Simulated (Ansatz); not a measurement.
Si2W:
```cif
data_Si16W8
_chemical_formula_sum 'Si16 W8'
_space_group_name_H-M_alt 'Fddd :1'
_space_group_IT_number 70
_space_group_name_Hall 'F 2 2 -1d'
_cell_length_a 4.55720
_cell_length_b 7.86910
_cell_length_c 8.91939
_cell_angle_alpha 90.000
_cell_angle_beta 90.000
_cell_angle_gamma 90.000
loop_
_space_group_symop_operation_xyz
  'x, y, z'
  '-x, -y, z'
  'x, -y, -z'
  '-x, y, -z'
  '-x+1/4, -y+1/4, -z+1/4'
  'x+1/4, y+1/4, -z+1/4'
  '-x+1/4, y+1/4, z+1/4'
  'x+1/4, -y+1/4, z+1/4'
  'x, y+1/2, z+1/2'
  '-x, -y+1/2, z+1/2'
  'x, -y+1/2, -z+1/2'
  '-x, y+1/2, -z+1/2'
  '-x+1/4, -y+3/4, -z+3/4'
  'x+1/4, y+3/4, -z+3/4'
  '-x+1/4, y+3/4, z+3/4'
  'x+1/4, -y+3/4, z+3/4'
  'x+1/2, y, z+1/2'
  '-x+1/2, -y, z+1/2'
  'x+1/2, -y, -z+1/2'
  '-x+1/2, y, -z+1/2'
  '-x+3/4, -y+1/4, -z+3/4'
  'x+3/4, y+1/4, -z+3/4'
  '-x+3/4, y+1/4, z+3/4'
  'x+3/4, -y+1/4, z+3/4'
  'x+1/2, y+1/2, z'
  '-x+1/2, -y+1/2, z'
  'x+1/2, -y+1/2, -z'
  '-x+1/2, y+1/2, -z'
  '-x+3/4, -y+3/4, -z+1/4'
  'x+3/4, y+3/4, -z+1/4'
  '-x+3/4, y+3/4, z+1/4'
  'x+3/4, -y+3/4, z+1/4'
loop_
_atom_site_label
_atom_site_type_symbol
_atom_site_symmetry_multiplicity
_atom_site_Wyckoff_symbol
_atom_site_fract_x
_atom_site_fract_y
_atom_site_fract_z
_atom_site_occupancy
Si1 Si 16 f 0.00000 0.33593 0.00000 1
W1 W 8 a 0.00000 0.00000 0.00000 1
```
(The calculation used a cell of 6 atoms; values per cell refer to that cell.)

Relaxed with PBEsol.

Task: Decompose the optical modes at the zone centre into irreducible representations, and say which are infrared and Raman allowed.

Result: Point group mmm: Γ_opt = Ag + Au + 3B1g + 2B1u + 2B2g + B2u + 3B3g + 2B3u. Infrared: B1u, B2u, B3u. Raman: Ag, B1g, B2g, B3g.

Task: Assign frequencies (DFPT, DFT-PBEsol in the program Ansatz with PAW potentials).

Result: B3g 160, B2g 169, B3u 181, B1g 186, B1u 232, B2u 250, B2g 266, B3g 300, B3u 334, B3g 344, Ag 358, Au 368, B1u 378, B1g 388, B1g 406 cm⁻¹.

Subscripts of B labels follow the axes of the standard setting.

A made-up cell: these elements were put on the sites of a structure type; neither database checked (COD, Materials Project) lists it. It is not the phase usual at ambient conditions (space group No. 139). Symmetry was held in the PBEsol relaxation; its stability against distortions is not shown here. No spin polarisation was allowed. As this level gives no gap, phonon frequencies hold no LO–TO term and depend on the k-mesh and smearing (Fermi–Dirac, 0.1 eV here). Spin–orbit coupling is left out wherever it is not named.

Potentials: the earlier of the program's two PAW sets. The files were generated under PBE; for other functionals the program regenerates the frozen cores, and for LDA and PBEsol the local potential too.
